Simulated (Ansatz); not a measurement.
**Ansatz 0.2.0, relaxation: CsLaTl**

The input file (Ansatz 0.2.0, plane waves):

```yaml
crystal:
  lattice:
    - [8.855028, 0.0, 0.0]
    - [-4.427514, 7.668683, 0.0]
    - [0.0, 0.0, 5.4157]
  atoms:
    - { symbol: La, position: [0.42374, 0.0, 0.0] }
    - { symbol: La, position: [0.57626, 0.57626, 0.0] }
    - { symbol: La, position: [0.0, 0.42374, 0.0] }
    - { symbol: Tl, position: [0.7552, 0.0, 0.5] }
    - { symbol: Tl, position: [0.2448, 0.2448, 0.5] }
    - { symbol: Tl, position: [0.0, 0.7552, 0.5] }
    - { symbol: Cs, position: [0.0, 0.0, 0.0] }
    - { symbol: Cs, position: [0.6667, 0.3333, 0.5] }
    - { symbol: Cs, position: [0.3333, 0.6667, 0.5] }
  symmetry: { tolerance: 0.0003 }
kpoints:
  mp_grid: { grid: [5, 5, 6], shift: [0, 0, 0] }
magnetization:
  spin_polarized: false
scf:
  occupations: { method: gaussian, width: 0.1756 }
  lower_state_search: "off"
hamiltonian:
  pseudopotentials: { kind: paw }
  xc: lda
basis:
  ecutwfc: 420
  fft_grid_basis: typed
relax:
  max_steps: 60
  cell: { p_target: 0.0 }
output:
  forces: true
  stress: true
  eigenvalues: true
  bader: true
  populations: true
  elf: true
  write_potential: true
  volumetric_format: npy
  dos:
    e_range: [-12, 8]
    de: 0.05
    projected: { site_lists: { Cs: [Cs], La: [La], Tl: [Tl] } }
  write_density: true
checkpoint:
  read: saved_state
```

Launch command:

```bash
ansatz run input.yaml --threads 2 --pin off --max-ram 2560MiB --backend cpu --events-out ev --progress --plain --runs-dir out
```

Origin of the cell: a known structure type with other elements, at an estimated volume, so it need not be a known compound.

The saved state is a converged single point of the same cell.

Output (shortened):

```
Warning: the atoms were moved onto the symmetric positions of the space group found under crystal.symmetry.tolerance 3.0e-4 (fractional; no operation is sought that the atoms, as they stand i […]
La: projections on atomic orbitals take those of the free atom [Kr 4d10] 4f0 5s2 5p6 5d1 6s2, of charge +0.00 (hamiltonian.pseudopotentials.projection_atoms); the dataset's partial waves leav […]
Pseudopotentials: kind: paw
Pseudopotential: La, paw, valence charge 11, recommended cutoff 420 eV (normal), La.paw.azcp
Pseudopotential: Tl, paw, valence charge 13, recommended cutoff 420 eV (normal), Tl.paw.azcp
Pseudopotential: Cs, paw, valence charge 9, recommended cutoff 420 eV (normal), Cs.paw.azcp
Functional definition: SPW92
  exchange = slater_x
  correlation = pw_c
Crystal: 9 atoms, lattice volume = 367.761 Å³
Basis set: ecut = 420 eV, 7141 PW (Γ)
Bands: 60, of which v1, the nominal top of the filled ones, is band 50 counted from 1 (49 counted from 0)
Symmetry: 12 space group operations
Space group: P-62m (ITA 189), of the structure as read, at distance tolerance 2.1e-3 Å
[… 11 lines left out …]
Initial density: read from a saved state, or passed on in memory by an earlier SCF of this step, an earlier step, the calling program or the single point that the run made first
Functional: x = slater, c = lda
SCF iter   1: F=—  HF=-68179.214019 eV  Δρ=5.25e-4  dr2=1.16e-3
SCF iter   2: F=—  HF=-68179.213865 eV  Δρ=2.43e-4  dr2=3.62e-4
SCF iter   3: F=—  HF=-68179.213823 eV  Δρ=1.02e-4  dr2=8.00e-5
SCF iter   4: F=—  HF=-68179.213887 eV  Δρ=3.02e-5  dr2=6.66e-6
SCF iter   5: F=—  HF=-68179.213886 eV  Δρ=9.26e-6  dr2=5.23e-7
SCF iter   6: F=-68179.213886 eV  HF=-68179.213886 eV  Δρ=2.93e-6  dr2=5.63e-8
relax step   1: F+E_penalty+E_count = -68179.213886 eV  Δ(F+E_penalty+E_count) = +0.000e0 eV  max|allowed force component| = 1.024e-1 eV/Å  Δτ_max = 0.0000 Å  P = -2.907 GPa  Ω = 367.761 Å³ […]
relax step   2: F+E_penalty+E_count = -68179.726596 eV  Δ(F+E_penalty+E_count) = -5.127e-1 eV  max|allowed force component| = 1.945e-1 eV/Å  Δτ_max = 0.0567 Å  P = -1.378 GPa  Ω = 335.119 Å³ […]
relax step   3: F+E_penalty+E_count = -68179.783787 eV  Δ(F+E_penalty+E_count) = -5.719e-2 eV  max|allowed force component| = 2.811e-1 eV/Å  Δτ_max = 0.1555 Å  P = +1.429 GPa  Ω = 302.816 Å³ […]
relax step   4: F+E_penalty+E_count = -68179.860364 eV  Δ(F+E_penalty+E_count) = -7.658e-2 eV  max|allowed force component| = 1.416e-1 eV/Å  Δτ_max = 0.0793 Å  P = -0.058 GPa  Ω = 317.550 Å³ […]
relax step   5: F+E_penalty+E_count = -68179.873707 eV  Δ(F+E_penalty+E_count) = -1.334e-2 eV  max|allowed force component| = 7.379e-2 eV/Å  Δτ_max = 0.0379 Å  P = +0.068 GPa  Ω = 317.583 Å³ […]
relax step   6: F+E_penalty+E_count = -68179.876220 eV  Δ(F+E_penalty+E_count) = -2.513e-3 eV  max|allowed force component| = 5.031e-2 eV/Å  Δτ_max = 0.0415 Å  P = +0.041 GPa  Ω = 319.574 Å³ […]
relax step   7: F+E_penalty+E_count = -68179.877269 eV  Δ(F+E_penalty+E_count) = -1.049e-3 eV  max|allowed force component| = 5.997e-4 eV/Å  Δτ_max = 0.0134 Å  P = -0.002 GPa  Ω = 319.534 Å³ […]
relax step   8: F+E_penalty+E_count = -68179.875096 eV  Δ(F+E_penalty+E_count) = +2.173e-3 eV  max|allowed force component| = 8.454e-4 eV/Å  Δτ_max = 0.0000 Å  P = -0.007 GPa  Ω = 319.534 Å³  stress off target by 6.86e-3 GPa […]
SCF 8 converged in 6 iterations: F = -68179.875096 eV  dr2 = 5.41e-11
basis re-selected at this cell: Δ(F+E_penalty+E_count) = +2.173e-3 eV, ΔP = -0.004 GPa vs the last step (what re-selecting the basis moved, of the pressure what is left beyond the Pulay corre […]
SCF converged after 6 iterations
Free energy (F): -68179.875096 eV
Harris-Foulkes:  -68179.875096 eV  (|F-HF|=2.91e-11)
Internal energy: -68179.758727 eV  (E = F + TS)
E sigma→0 (E₀):  -68179.816912 eV
Entropy (-TS):   -0.116369 eV (-12.930 meV/atom)
Fermi energy:    9.757570 eV
--- Per-component energies (eV) ---
  E_band       = -241.588638
  E_kinetic    = 2012.045659
  E_local      = -4829.839555  (includes V_loc(G=0)·N_el)
  E_nonlocal   = 1362.467537
  E_hartree    = 1783.490489
  E_xc         = -1621.129653
  E_vxc        = -1253.024276  (∫ρ·V_xc dr)
  E_paw        = -60048.265395  (= ΣΔE_a)
  E_vpaw       = -1100.219151  (= ΣTr[D̂ρ^β])
  E_aug_tail   = 0.000092  (compensation charges beyond the density's cutoff)
  E_ewald      = -6839.883038
  E_core_change = 1.355135  (= ΣΔE_core)
  E_smearing   = -0.116369  (= −TS)
  Σ components = -68179.875096   (vs F -68179.875096, Δ=0.00e0)
--- Forces (eV/Å), atoms counted from 1 ---
  atom   1  La    -0.000571    -0.000000     0.000000
  atom   2  La     0.000285     0.000494     0.000000
  atom   3  La     0.000285    -0.000494    -0.000000
  atom   4  Tl    -0.000845    -0.000000    -0.000000
  atom   5  Tl     0.000423     0.000732    -0.000000
  atom   6  Tl     0.000423    -0.000732     0.000000
  atom   7  Cs     0.000000     0.000000    -0.000000
  atom   8  Cs    -0.000000     0.000000    -0.000000
  atom   9  Cs    -0.000000    -0.000000     0.000000
  max |Σ_I F_I| component: 1.78e-16 eV/Å
--- Stress (GPa, compression-positive) ---
       -0.006604      -0.000000       0.000000
       -0.000000      -0.006604      -0.000000
        0.000000      -0.000000      -0.006855
  P = ⅓ Tr σ = -0.0067 GPa (-0.067 kbar)
--- Relaxed structure (7 steps of the walk, 7 accepted, 1 SCFs on fresh bases) ---
  F+E_penalty+E_count = -68179.875096 eV   max|allowed force component| = 8.454e-4 eV/Å   (the final SCF, on the basis selected at the relaxed cell)
  cell:  # Å, volume = 319.5342 Å³
    - [8.205865, 0.0, 0.0]
    - [-4.102932, 7.106487, -8.732e-18]
    - [0.0, -6.166e-18, 5.479462]
  atoms:
    - { symbol: La, position: [0.440157, 8.294e-19, 0.0] }
    - { symbol: La, position: [0.559843, 0.559843, -4.301e-19] }
    - { symbol: La, position: [-2.775e-17, 0.440157, 4.301e-19] }
    - { symbol: Tl, position: [0.770279, 8.294e-19, 0.5] }
    - { symbol: Tl, position: [0.229721, 0.229721, 0.5] }
    - { symbol: Tl, position: [5.572e-17, 0.770279, 0.5] }
    - { symbol: Cs, position: [4.147e-19, 8.294e-19, 0.0] }
    - { symbol: Cs, position: [0.666667, 0.333333, 0.5] }
    - { symbol: Cs, position: [0.333333, 0.666667, 0.5] }
--- Löwdin populations: 9 sites ---
  site symbol       q [e]
     0     La     10.9293
     1     La     10.9293
     2     La     10.9293
     3     Tl     13.8041
     4     Tl     13.8041
     5     Tl     13.8041
     6     Cs      8.0490
     7     Cs      8.0078
     8     Cs      8.0078
  spilling = 0.007427 (of n_electrons = 99.000000)
--- Bader charges: 9 sites ---
  site symbol  charge [e]  shift [e]
     0     La      0.6050     0.0000
     1     La      0.6050     0.0000
     2     La      0.6050     0.0000
     3     Tl     -0.8021     0.0000
     4     Tl     -0.8021     0.0000
     5     Tl     -0.8021     0.0000
     6     Cs      0.3312     0.0000
     7     Cs      0.1302     0.0000
     8     Cs      0.1302     0.0000
  estimated error of the sums over rays = 5.8e-4 e
```

Before:

Space group P-62m (No. 189); the run's cell has a = 8.855 Å, b = 8.855 Å, c = 5.416 Å, α = 90.00°, β = 90.00°, γ = 120.00°. Shortest distances: Cs–Tl 3.41 Å.

The relaxed structure.

Space group P-62m (No. 189); the run's cell has a = 8.206 Å, b = 8.206 Å, c = 5.479 Å, α = 90.00°, β = 90.00°, γ = 120.00°. Shortest distances: Cs–Tl 3.25 Å, Tl–Tl 3.27 Å.

```yaml
Free_energy_lowered_by: 73.5 meV/atom
Volume_change: -13.11 %
Final_pressure: -0.01 GPa
Relaxation_steps_listed: 8
```

Caveats: no moments, though an odd count or open d shells may carry them; no spin-orbit coupling, though heavy elements are present; the relaxation held the start's symmetry, so the end may be a saddle point; wide smearing.

It ran for 9.6 min on 2 threads of Arm Neoverse N1, on a shared host, peak memory 0.89 GiB, from a saved density.
